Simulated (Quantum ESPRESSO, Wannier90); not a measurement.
# Wannierisation of AlCo$_{3}$C (anti-perovskite)

```xyz
5
Lattice="3.7229 0.0000 0.0000 0.0000 3.7229 0.0000 0.0000 0.0000 3.7229" Properties=species:S:1:pos:R:3 pbc="T T T"
Al     0.0000     0.0000     0.0000
Co     0.0000     1.8615     1.8615
Co     1.8615     0.0000     1.8615
Co     1.8615     1.8615     0.0000
C      1.8615     1.8615     1.8615
```

Materials Project entry mp-10037; symmetrised, unrelaxed at this level. Not found in the COD (Crystallography Open Database) copy used; not checked further. Computed values, not measurements, from PBEsol: Quantum ESPRESSO (norm-conserving PseudoDojo potentials, cutoff 77 Ry, no spin polarisation, no spin-orbit coupling) on a Γ-centred 4×4×4 mesh, then Wannier90. Density: 8×8×8 mesh, cold smearing 0.01 Ry. A non-magnetic state is assumed; magnetic ones were not tried.

A tight-binding model is made by disentanglement and projection with no localisation steps (num_iter = 0), so the 35 orbitals stay atom-like: hydrogen-like Al: s;p; Co: s;p;d; C: s;p, axes along x, y, z; frozen window up to 1.50 eV relative to the Fermi level. It follows pw.x to 8.7 meV rms for states up to 1.0 eV relative to the Fermi level. Matrix elements depend on this choice of orbitals and windows.

What are the on-site energies relative to the Fermi level, and how fast do the hoppings decay?


```json
[
 {"atom": "Al1", "orbitals": "s", "energy (eV)": "3.01"},
 {"atom": "Al1", "orbitals": "pz px py", "energy (eV)": "9.03"},
 {"atom": "Co2", "orbitals": "s", "energy (eV)": "7.26"},
 {"atom": "Co2", "orbitals": "pz", "energy (eV)": "11.00"},
 {"atom": "Co2", "orbitals": "px", "energy (eV)": "16.18"},
 {"atom": "Co2", "orbitals": "py", "energy (eV)": "11.04"},
 {"atom": "Co2", "orbitals": "dz2", "energy (eV)": "-1.64"},
 {"atom": "Co2", "orbitals": "dxz dxy", "energy (eV)": "-1.81"},
 {"atom": "Co2", "orbitals": "dyz", "energy (eV)": "-1.43"},
 {"atom": "Co2", "orbitals": "dx2-y2", "energy (eV)": "-2.20"},
 {"atom": "Co3", "orbitals": "s", "energy (eV)": "7.25"},
 {"atom": "Co3", "orbitals": "pz px", "energy (eV)": "11.00"},
 {"atom": "Co3", "orbitals": "py", "energy (eV)": "16.22"},
 {"atom": "Co3", "orbitals": "dz2", "energy (eV)": "-1.64"},
 {"atom": "Co3", "orbitals": "dxz", "energy (eV)": "-1.43"},
 {"atom": "Co3", "orbitals": "dyz dxy", "energy (eV)": "-1.81"},
 {"atom": "Co3", "orbitals": "dx2-y2", "energy (eV)": "-2.20"},
 {"atom": "Co4", "orbitals": "s", "energy (eV)": "7.28"},
 {"atom": "Co4", "orbitals": "pz", "energy (eV)": "16.17"},
 {"atom": "Co4", "orbitals": "px py", "energy (eV)": "11.04"},
 {"atom": "Co4", "orbitals": "dz2", "energy (eV)": "-2.48"},
 {"atom": "Co4", "orbitals": "dxz dyz", "energy (eV)": "-1.81"},
 {"atom": "Co4", "orbitals": "dx2-y2", "energy (eV)": "-1.36"},
 {"atom": "Co4", "orbitals": "dxy", "energy (eV)": "-1.43"},
 {"atom": "C5", "orbitals": "s", "energy (eV)": "-2.51"},
 {"atom": "C5", "orbitals": "pz px py", "energy (eV)": "1.94"}
]
```

| distance of the centres (Å) | largest modulus (eV) |
|---|---|
| 1–2 | 4.2 |
| 2–3 | 2.1 |
| 3–4 | 1.1 |
| 4–5 | 0.21 |
| 5–6 | 0.31 |
| 6–7 | 0.058 |
